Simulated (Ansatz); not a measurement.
Input file for Ansatz (a program for electronic structure):

Ansatz 0.2 input:
```yaml
crystal:
  lattice:
    - [4.4018220972, 0.0, 0.0]
    - [0.0, 4.4018220972, 0.0]
    - [0.0, 0.0, 2.5381485753]
  atoms:
    - { symbol: B, position: [0.1741986333, 0.8258013667, 0.5] }
    - { symbol: B, position: [0.8258013667, 0.1741986333, 0.5] }
    - { symbol: B, position: [0.6741986333, 0.6741986333, 0.0] }
    - { symbol: B, position: [0.3258013667, 0.3258013667, 0.0] }
    - { symbol: N, position: [0.8122608446, 0.8122608446, 0.5] }
    - { symbol: N, position: [0.1877391554, 0.1877391554, 0.5] }
    - { symbol: N, position: [0.6877391554, 0.3122608446, 0.0] }
    - { symbol: N, position: [0.3122608446, 0.6877391554, 0.0] }
kpoints:
  mp_grid: { grid: [6, 6, 9] }
hamiltonian:
  xc: r2scan
  pseudopotentials: { azcp: { folder: ./paw }, kind: paw }
scf:
  occupations: { method: fixed }
output:
  optics: { e_range: [0.0, 15.0], de: 0.05, sigma: 0.1, bands: { spectra_wanted_up_to: 12 eV } }
```

Output (shortened):

```
output.optics: the spectra are integrated over the Brillouin zone by k·p interpolation around the k-points, where levels, occupations, output.optics.sigma and …
Pseudopotential: B, paw, valence charge 3
Pseudopotential: N, paw, valence charge 5
Functional definition: r2SCAN
Crystal: 8 atoms, lattice volume = 49.179 Å³
Basis set: ecut = 500 eV, 1261 PW (Γ), exchange–correlation on 144×144×80 points (64 copies of the dense FFT grid, shifted against one another)
Bands: 24, of which v1, the nominal top of the filled ones, is band 16 counted from 1 (15 counted from 0)
Symmetry: 16 space group operations
Space group: P42/mnm (ITA 136), of the structure as read, at distance tolerance 3.7e-5 Å
k-points: 50 of 324
SCF iter   1: F=—  HF=-2176.622693 eV  |F-HF|=—  |Δ(HF+E_count)|=         —  Δρ=1.46e-1  dr2=8.81e0  dr2_τ=2.04e0  ethr=3.10e-3  ⟨swp⟩=5.2  Hψ=5130  notcnv=0  defer=268
preconditioner: auto → none
SCF iter   2: F=—  HF=-2175.033610 eV  |F-HF|=—  |Δ(HF+E_count)|=    1.59e0  Δρ=5.95e-2  dr2=8.60e-1  dr2_τ=2.56e-1  ethr=3.10e-3  ⟨swp⟩=3.0  Hψ=2772  notcnv=0  defer=272
SCF iter   3: F=—  HF=-2175.133297 eV  |F-HF|=—  |Δ(HF+E_count)|=   9.97e-2  Δρ=2.44e-2  dr2=1.55e-1  dr2_τ=1.14e-2  ethr=2.69e-3  ⟨swp⟩=2.9  Hψ=1909  notcnv=0  defer=292
SCF iter   4: F=—  HF=-2175.160128 eV  |F-HF|=—  |Δ(HF+E_count)|=   2.68e-2  Δρ=2.06e-3  dr2=7.71e-4  dr2_τ=1.28e-4  ethr=4.84e-4  ⟨swp⟩=3.0  Hψ=1975  notcnv=0  defer=295
SCF iter   5: F=—  HF=-2175.160661 eV  |F-HF|=—  |Δ(HF+E_count)|=   5.33e-4  Δρ=2.85e-4  dr2=1.76e-5  dr2_τ=2.20e-6  ethr=2.41e-6  ⟨swp⟩=2.0  Hψ=1784  notcnv=0  defer=298
SCF iter   6: F=—  HF=-2175.160675 eV  |F-HF|=—  |Δ(HF+E_count)|=   1.32e-5  Δρ=4.98e-5  dr2=4.96e-7  dr2_τ=4.09e-8  ethr=5.49e-8  ⟨swp⟩=2.0  Hψ=1875  notcnv=0  defer=255
SCF iter   7: F=—  HF=-2175.160677 eV  |F-HF|=—  |Δ(HF+E_count)|=   2.81e-6  Δρ=6.14e-6  dr2=1.10e-8  dr2_τ=9.80e-10  ethr=1.55e-9  ⟨swp⟩=2.0  Hψ=2000  notcnv=0  defer=148
SCF iter   8: F=—  HF=-2175.160677 eV  |F-HF|=—  |Δ(HF+E_count)|=  1.84e-10  Δρ=5.80e-7  dr2=8.25e-11  dr2_τ=9.03e-12  ethr=3.45e-11  ⟨swp⟩=2.5  Hψ=1828  notcnv=0  defer=148
SCF iter   9: F=-2175.160677 eV  HF=-2175.160677 eV  |F-HF|=1.82e-12  |Δ(HF+E_count)|=  3.87e-11  Δρ=5.02e-8  dr2=8.24e-13  dr2_τ=5.92e-14  ethr=1.00e-12  ⟨swp⟩=9.6  Hψ=5374  notcnv=0
SCF 1 converged in 9 iterations: F = -2175.160677 eV  dr2 = 8.24e-13
NSCF: frozen V_eff on 50 k-points
Optics k sum: 0 of 50 k-points
Optics k sum: 3 of 50 k-points
Optics k sum: 5 of 50 k-points
Optics k sum: 8 of 50 k-points
Optics k sum: 10 of 50 k-points
Optics k sum: 13 of 50 k-points
Optics k sum: 15 of 50 k-points
Optics k sum: 18 of 50 k-points
Optics k sum: 20 of 50 k-points
Optics k sum: 23 of 50 k-points
Optics k sum: 25 of 50 k-points
Optics k sum: 28 of 50 k-points
Optics k sum: 30 of 50 k-points
Optics k sum: 33 of 50 k-points
Optics k sum: 35 of 50 k-points
Optics k sum: 38 of 50 k-points
Optics k sum: 40 of 50 k-points
Optics k sum: 43 of 50 k-points
Optics k sum: 45 of 50 k-points
Optics k sum: 48 of 50 k-points
Optics k sum: 50 of 50 k-points
Optics k sum: 0 of 50 k-points
Optics k sum: 3 of 50 k-points
Optics k sum: 5 of 50 k-points
Optics k sum: 8 of 50 k-points
Optics k sum: 10 of 50 k-points
Optics k sum: 13 of 50 k-points
Optics k sum: 15 of 50 k-points
Optics k sum: 18 of 50 k-points
Optics k sum: 20 of 50 k-points
Optics k sum: 23 of 50 k-points
Optics k sum: 25 of 50 k-points
Optics k sum: 28 of 50 k-points
Optics k sum: 30 of 50 k-points
Optics k sum: 33 of 50 k-points
Optics k sum: 35 of 50 k-points
Optics k sum: 38 of 50 k-points
Optics k sum: 40 of 50 k-points
Optics k sum: 43 of 50 k-points
Optics k sum: 45 of 50 k-points
Optics k sum: 48 of 50 k-points
Optics k sum: 50 of 50 k-points
NSCF: frozen V_eff on 1 k-points
NSCF: frozen V_eff on 1 k-points
NSCF: frozen V_eff on 1 k-points
output.optics: what the bands over the 34 summed would add to eps1, eps2 and the energy-loss function is held between a lower and an upper bound (7 Lanczos …
SCF converged after 9 iterations
Free energy (F): -2175.160677 eV
Harris-Foulkes:  -2175.160677 eV  (|F-HF|=1.82e-12)
Internal energy: -2175.160677 eV  (E = F + TS)
E sigma→0 (E₀):  -2175.160677 eV
Fermi energy:    10.434037 eV
--- Per-component energies (eV) ---
  E_band       = 67.506135
  E_kinetic    = 735.309587
  E_local      = -707.450392  (includes V_loc(G=0)·N_el)
  E_nonlocal   = 166.808552
  E_hartree    = 224.004855
  E_xc         = -367.289854
  E_vxc        = -505.905855  (∫ρ·V_xc dr)
  E_paw        = -839.405206  (= ΣΔE_a)
  E_vpaw       = -97.063533  (= ΣTr[D̂ρ^β])
  E_aug_tail   = -0.000003  (compensation charges beyond the density's cutoff)
  E_vtau       = 27.798059  (kinetic-family band-sum trace: ∫τ·v_τ [+ j·A + Jᵃ·Aᵃ] dr)
  E_ewald      = -1386.946188
  E_core_change = -0.192028  (= ΣΔE_core)
  E_smearing   =  0.000000  (= −TS)
  E_closure    = 0.000000  (closes the sum)
  Σ components = -2175.160677   (vs F -2175.160677, Δ=0.00e0)
  [band-id]    e_kinetic+e_local+e_nonlocal+2·e_hartree+e_vxc+e_vpaw+e_augmentation_tail+e_vtau = 67.506124   (vs E_band 67.506135, Δ=-1.05e-5)
--- Band table (eV; the first three rows and the last of 50) ---
  k-point 0: bands = ["-10.8039", "-6.6844", "-6.6844", "-6.3139", "0.0373", "0.9032", "2.8688", "2.8688", "4.6558", "5.3106", "8.0134", "8.0134", "9.9723", "10.2031", "10.4340", "10.4340", "18.1579", "18.7112", "19.6821", "19.6821", "19.7764", "20.6294", "21.5096", "21.5096"]
  k-point 1: bands = ["-10.6010", "-6.5257", "-6.5257", "-6.2120", "0.1271", "1.1419", "3.0445", "3.0445", "4.4960", "4.5089", "7.1951", "7.1951", "9.2079", "9.9564", "10.2233", "10.2233", "17.2867", "19.4218", "19.8703", "19.8703", "20.7758", "20.8281", "22.4444", "22.5721"]
  k-point 2: bands = ["-10.0041", "-6.0793", "-6.0793", "-6.0018", "0.2870", "1.8471", "3.0708", "3.5121", "3.5121", "3.9111", "5.4874", "5.4874", "7.5493", "9.1697", "9.5505", "9.5505", "16.0329", "20.2792", "20.2792", "21.1551", "21.8698", "22.0112", "23.9398", "23.9398"]
  k-point 49: bands = ["-6.8225", "-6.8225", "-5.4362", "-5.4362", "-0.1373", "-0.1373", "1.0020", "1.0020", "4.8772", "4.8772", "6.6566", "6.6566", "7.2340", "7.2340", "7.8659", "7.8659", "17.3649", "17.3649", "18.1907", "18.1907", "19.6998", "19.6998", "21.2365", "21.2365"]
```

Cost: about 90 core-seconds (a rough figure) on shared cores.

Space group P4_2/mnm. The first step of the workflow began from a Materials Project structure, measured or hypothetical; the Crystallography Open Database copy checked does not list it. It is not the phase usual at ambient conditions (space group No. 186, 194, 216). The cell was relaxed with r²SCAN under the symmetry of its start; its stability against distortions is not shown here.

Potentials: the earlier of the program's two PAW sets.

Ansatz is a plane-wave DFT program.
